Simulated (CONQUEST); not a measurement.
Band structure of ZnSe (F-43m, 8 atoms in the cell; from Materials Project mp-1190).

```yaml
crystal:
  lattice:
    - [5.66489, 0.00000, 0.00000]
    - [0.00000, 5.66489, 0.00000]
    - [0.00000, 0.00000, 5.66489]
  atoms:
    - { symbol: Zn, position: [0.00000, 0.00000, 0.00000] }
    - { symbol: Zn, position: [0.00000, 0.50000, 0.50000] }
    - { symbol: Zn, position: [0.50000, 0.00000, 0.50000] }
    - { symbol: Zn, position: [0.50000, 0.50000, 0.00000] }
    - { symbol: Se, position: [0.25000, 0.25000, 0.25000] }
    - { symbol: Se, position: [0.25000, 0.75000, 0.75000] }
    - { symbol: Se, position: [0.75000, 0.25000, 0.75000] }
    - { symbol: Se, position: [0.75000, 0.75000, 0.25000] }
```

Level of theory: PBE, numerical atomic orbitals double-zeta with polarisation (the shipped basis), PseudoDojo norm-conserving potentials made for PBE (CONQUEST).

Settings: basis = DZP; Diag.MPMeshX, Y, Z = 3 3 3; potentials = PseudoDojo norm-conserving PBE; Grid.GridCutoff = 140 Ha; DM.SolutionMethod = diagon; Diag.SmearingType = 1; Diag.kT = 0.000367 Ha; Diag.GammaCentred = true; Diag.MPOrder = 0; minE.SCTolerance = 1.0e-07; SC.MaxIters = 100; SC.LinearMixingFactor = 0.5; AtomMove.TypeOfRun = static.

The program uses no crystal symmetry, so grid and mesh can part values that symmetry would make equal. The atom-centred basis is finite, which shifts total energies and pressures against plane waves. The structure comes from a collection of computed structures, made at another level of theory; the collection holds predicted forms beside known ones.

Predict the gap along the standard path.

The gap along the path of this cell's zone is 1.50 eV.

Points are given in units of this cell's reciprocal vectors. Levels in eV from the top of the valence band on the path, bands 69 to 73:
```
point               69     70     71     72    73
---------------  -----  -----  -----  -----  ----
Γ (0 0 0)        -2.17   0.00   0.00   0.00  1.50
X (0 0.5 0)      -1.23  -1.23  -1.23  -1.23  4.07
M (0.5 0.5 0)    -0.89  -0.89  -0.89  -0.89  4.33
R (0.5 0.5 0.5)  -0.85  -0.85  -0.85  -0.85  2.71
```

Higher empty bands are left out: an atom-centred basis made for the valence describes them poorly.

The labels belong to the zone of the cell as typed, which is larger than the primitive one, so the bands are folded: a gap that looks direct here can be indirect in the primitive zone.
